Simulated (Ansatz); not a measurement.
Consider the following.

ReW:
```cif
data_ReW
_chemical_formula_sum 'W1 Re1'
_space_group_name_H-M_alt 'P 1'
_space_group_IT_number 1
_cell_length_a 3.13063
_cell_length_b 3.13063
_cell_length_c 3.13063
_cell_angle_alpha 90.000
_cell_angle_beta 90.000
_cell_angle_gamma 90.000
loop_
_space_group_symop_operation_xyz
  'x, y, z'
loop_
_atom_site_label
_atom_site_type_symbol
_atom_site_fract_x
_atom_site_fract_y
_atom_site_fract_z
_atom_site_occupancy
W1 W 0.00000 0.00000 0.00000 1
Re1 Re 0.50000 0.50000 0.50000 1
```

This is the r²SCAN-relaxed structure.

Problem. All from the program Ansatz at the r²SCAN level (PAW), unless another level is named. Predict the formation energy from the elements (no fitted shifts).

Solution. 0.064 eV/atom.

Problem. Predict the density of states at the Fermi level.

Solution. 0.79 states/eV per atom (mean over ±0.08 eV).

Space group Pm-3m (CsCl type). The cell is a constructed one: a structure type filled with these elements; neither database checked (COD, Materials Project) lists it. Its standing as an ambient phase is unchecked. The cell was relaxed with r²SCAN under the symmetry of its start; whether a distortion lowers the energy is not shown. No spin polarisation was allowed. The references are the lowest solids computed at this level, not always the standard phases. Spin–orbit coupling is left out wherever it is not named.

Potentials: the later of the program's two PAW sets.
